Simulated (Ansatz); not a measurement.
Mn3SiB: which magnetic state is lowest?

Computed with DFT PBE, scalar-relativistic, plane waves, PAW in Ansatz 0.2.0.

```
Si B Mn
1.0
     3.80644    0.00000    0.00000
     0.00000    3.80644    0.00000
     0.00000    0.00000    3.80644
Si B Mn
1 1 3
Direct
  0.00000 0.00000 0.00000
  0.50000 0.50000 0.50000
  0.50000 0.50000 0.00000
  0.50000 0.00000 0.50000
  0.00000 0.50000 0.50000
```

```
plane-wave cutoff                               : 420 eV
Γ-centred k-mesh                                : 10×10×10
occupation rule                                 : Gaussian smearing, 0.1 eV
list of starting moments (μB, in atom order)    : 0 0 4 4 4
check for lower electronic states after the SCF : off
```

All runs keep this geometry, which stands near equilibrium for the lowest state (largest force there 0.000 eV/Å, pressure 0.0 GPa; forces reach 0.05 eV/Å in another state) and needn't be a stable compound; relaxing each order can shift differences of a few meV. Signs run over the atoms with starting moments. A propagation vector, in units of the reciprocal vectors, doubles the cell, which takes an equally dense mesh. The large starts are 0 0 5 5 5 μB. The small starts are 0 0 0.5 0.5 0.5 μB. Site moments are spin moments in atom-centred spheres that scale with the neighbour distance. The states are those that the runs reached from these starts; a lower one can exist.

Task: Starts tried: no spin; ferromagnetic; large parallel starting moments; ferrimagnetic in the cell, signs ++-; antiferromagnetic, doubled cell, propagation vector (0, 0, 1/2); antiferromagnetic, doubled cell, propagation vector (0, 1/2, 1/2); antiferromagnetic, doubled cell, propagation vector (1/2, 1/2, 1/2); small parallel starting moments. Which state comes out lowest, and what are the moments?

Result: The lowest state is ferromagnetic, reached from the start “ferromagnetic” and the start “large parallel starting moments” and the start “small parallel starting moments”, with site moments (μB) Si -0.11, B -0.07, Mn +1.17 (×3).

| start | ends | energy above lowest (meV/atom) | site moments (μB) | gap on mesh (eV) | P (GPa) |
| --- | --- | --- | --- | --- | --- |
| no spin | non-magnetic | 109 | none over 0.05 | metal | -4.6 |
| ferromagnetic | ferromagnetic | 0.00 | Si -0.11, B -0.07, Mn +1.17 (×3) | metal | 0.0 |
| large parallel starting moments | ferromagnetic | 0.00 | Si -0.11, B -0.07, Mn +1.17 (×3) | metal | 0.0 |
| ferrimagnetic in the cell, signs ++- | ferrimagnetic | 38.1 | Mn +1.10 (×2), Mn -1.64 | metal | 2.9 |
| antiferromagnetic, doubled cell, propagation vector (0, 0, 1/2) | antiferromagnetic | 25.7 | B -0.05, Mn +1.30 (×3), B +0.05, Mn -1.30 (×3) | metal | 2.0 |
| antiferromagnetic, doubled cell, propagation vector (0, 1/2, 1/2) | antiferromagnetic | 35.6 | Mn +1.17 (×2), Mn +1.54, Mn -1.17 (×2), Mn -1.54 | metal | 2.3 |
| antiferromagnetic, doubled cell, propagation vector (1/2, 1/2, 1/2) | antiferromagnetic | 19.4 | Mn +1.23 (×3), Mn -1.23 (×3) | metal | 1.7 |
| small parallel starting moments | ferromagnetic | 0.00 | Si -0.11, B -0.07, Mn +1.17 (×3) | metal | 0.0 |

Cost: 8 runs of about 14 core-minutes in all, on Intel Xeon Processor @ 2.50GHz (Skylake/Cascade Lake) (shared hosts).